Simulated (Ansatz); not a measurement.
**Bond compression in MnHg**

```
CELL_PARAMETERS angstrom
3.31500 0.00000 0.00000
0.00000 3.31500 0.00000
0.00000 0.00000 3.31500
ATOMIC_POSITIONS crystal
Mn 0.50000 0.50000 0.50000
Hg 0.00000 0.00000 0.00000
```

The cell is entry 1522376 of the Crystallography Open Database, unrelaxed.

Its shortest bond, of 2.871 Å between atom 1 (Mn) and the nearest image of atom 2 (Hg), is scaled by moving both atoms along it, with the cell held. The force apart is half the difference of the two atoms' forces along the bond; it holds the pull and push of their other neighbours too.

Computed with Ansatz 0.2.0; functional PBE, scalar-relativistic. Settings: a Γ-centred 9×9×9 k mesh, Fermi–Dirac smearing of 0.05 eV, spin-polarised from start moments Mn1 4 μB. Methods: LAPW: all electrons, basis error target 1 meV/atom; PAW: frozen-core files, cutoff 420 eV; crystal datasets: all electrons, by PAW datasets that the program makes for each cell.

Energies are extrapolated to zero smearing and count from the unscaled cell; pressure is positive in compression; gaps take the mesh and a band path. No temperature or zero-point motion is included.

Antiferromagnetic order, which Cr and Mn prefer near zero pressure, wasn't tried. Other magnetic orders may lie lower. Spin–orbit coupling is left out, which matters for the heavy atoms.

```
bond (Å)  force apart (eV/Å)  P LAPW (GPa)  ΔE LAPW (eV/atom)  P PAW − LAPW (GPa)  ΔE PAW − LAPW (meV/atom)  force PAW − LAPW (eV/Å)  moment (μB/cell)
   2.871                0.00          0.04              0.000               -0.02                       0.0                    0.000              3.84
   2.526                1.47          3.86              0.108               -0.01                      -0.2                   -0.001              3.80
   2.182                6.37             ?                  ?                0.00                      -0.7                    0.001              3.69
```

(1) Give the missing entry: row "2.182", column "P LAPW (GPa)".

(2) Give the missing entry: row "2.182", column "ΔE LAPW (eV/atom)".

(3) At the last bond length, how far do crystal datasets lie from LAPW in pressure and in the largest force component?

(4) How do the Löwdin populations by LAPW change from the unscaled cell to the last row, on the two atoms of the bond?

Answers

(1) 19.66.

(2) 0.692.

(3) crystal datasets: 0.00 GPa, 0.000 eV/Å, on a LAPW pressure of 19.66 GPa.

(4) Mn1 3d 5.75 → 5.86, Hg2 5d 9.90 → 9.86 electrons an atom. These are projections on the shells that the free atoms fill; 0.79 e a cell lies outside them at the start and 0.74 e at the end.
